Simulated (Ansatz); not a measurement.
AlBRu3 (cubic perovskite, space group No. 221), DFT-r²SCAN in the program Ansatz with PAW potentials, all energies at zero smearing, with the estimated change up to a 700 eV cutoff added, with one set of potentials and settings (totals compare only within such a set). Cell of 5 atoms (1 Al, 3 Ru, 1 B): -18369.744 eV.

```csv
element,reference phase,E (eV/atom)
Al,"Fm-3m, 1 atoms in the cell",-540.4106
Ru,"P6_3/mmc, 2 atoms in the cell",-5890.7404
B,"R-3m, 12 atoms in the cell",-156.5545
```

Formation energy per atom, worked out: (-18369.744 − 1×(-540.4106) − 3×(-5890.7404) − 1×(-156.5545))/5 = -0.111 eV/atom (-11 kJ per mol of atoms), at 0 K, without zero-point energy or fitted corrections.

Space group Pm-3m (cubic perovskite). The start of the workflow was typed in or built on a structure type; neither database checked (COD, Materials Project) lists it. Its standing as an ambient phase is unchecked. Symmetry was held in the r²SCAN relaxation; whether a distortion lowers the energy is not shown. No spin polarisation was allowed. The volume moved by -15 % from the start of the relaxation. The references are the lowest solids computed at this level, not always the standard phases.

Potentials: the earlier of the program's two PAW sets.
